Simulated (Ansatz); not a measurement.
**ZnO: the gap against volume**

ZnO, P6_3mc, a = 3.235 Å, c = 5.211 Å. Ansatz: r2SCAN, PAW, 500 eV, Γ-centred 12×12×6 mesh on 4 atoms, Gaussian smearing 0.02 eV; no spin polarisation. Shape and atoms are relaxed at each volume; x = ln(V/V0) with V0 = 11.809 Å³/atom. The gap is read at the mesh points alone.

```
      x gap y (eV)
-0.0619       1.328
-0.0305           ?
 0.0000       1.238
 0.0296       1.193
 0.0583       1.149
```

Question: Fit a straight line to the other rows, give the volume deformation potential of the gap and its pressure coefficient, and predict the missing gap. B0 = 150.0 GPa.

Answer: Means x = 0.006500, y = 1.2270; Σ(Δx)² = 0.007938, ΣΔxΔy = -0.01181; the slope is their ratio. y = 1.237 − 1.487 x. The slope is the deformation potential a = dE_g/d ln V = -1.49 eV, and dE_g/dP = −a/B0 = 9.91 meV/GPa. At x = -0.0305 the fit asked for gives 1.282 eV. The run gave 1.283 eV, so the fit is 0.001 eV too low, within twice the rms miss on the fitted rows (0.0010 eV).

Semilocal functionals give gaps under the measured ones; where shallow d states of Zn, Cd, Cu or Ag mix into an O valence top, changes of the gap are off too.